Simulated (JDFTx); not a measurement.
MgB2(0001) slab cut from bulk MgB2 (space group P6/mmm, indices of the conventional cell, lattice of the Materials Project entry mp-763, not re-optimised): 7 atoms in 5 planes, a 1x1 cell of 8.12 Å² (|a| = 3.063, |b| = 3.063 Å), 6.9 Å between the outermost planes, Mg outermost, slab composition Mg3B4, cell height 23.0 Å, 8×8×1 k mesh, Fermi smearing 0.01 Ha, no spin polarisation. Whether this polymorph is the ambient one wasn't checked.

Profiles through the double layer of this slab, charged, in linear PCM (GLSSA13), water, 1 M NaF; PBE, GBRV ultrasoft potentials, plane waves to 20/100 Ha, JDFTx (a modified build). z is the height above the outermost atoms, φ the plane-averaged electrostatic potential energy of an electron (zero in the bulk liquid), ρ_b the bound charge of solvent and ions, s the cavity shape function (0 in the solid, 1 in the liquid).

```
z (Å)  n (e/Å³)     s  φ (eV)  ρ_b (10⁻³ e/Å³)
-----  --------  ----  ------  ---------------
0.99     0.0650  0.00  -3.308             0.00
1.46     0.0361  0.00  -1.227            -0.22
1.93     0.0168  0.00  -0.219            -1.87
2.40     0.0069  0.05   0.008             1.74
2.87     0.0026  0.47   0.012             2.64
3.33     0.0010  0.94   0.011             1.06
3.80     0.0003  1.00   0.010             0.38
4.27     0.0001  1.00   0.008             0.14
4.74     0.0000  1.00   0.007             0.05
5.21     0.0000  1.00   0.006             0.02
5.68     0.0000  1.00   0.005             0.01
6.15     0.0000  1.00   0.004             0.00
6.62     0.0000  1.00   0.004             0.00
7.09     0.0000  1.00   0.003             0.00
7.56     0.0000  1.00   0.003             0.00
```

Question: Is the electrode positively or negatively charged, and roughly by how much?

Answer: Negatively: σ = -3.0 μC/cm² per face. The liquid's bound charge is of the opposite sign overall, and far from the surface φ decays with the screening length (3.0 Å).
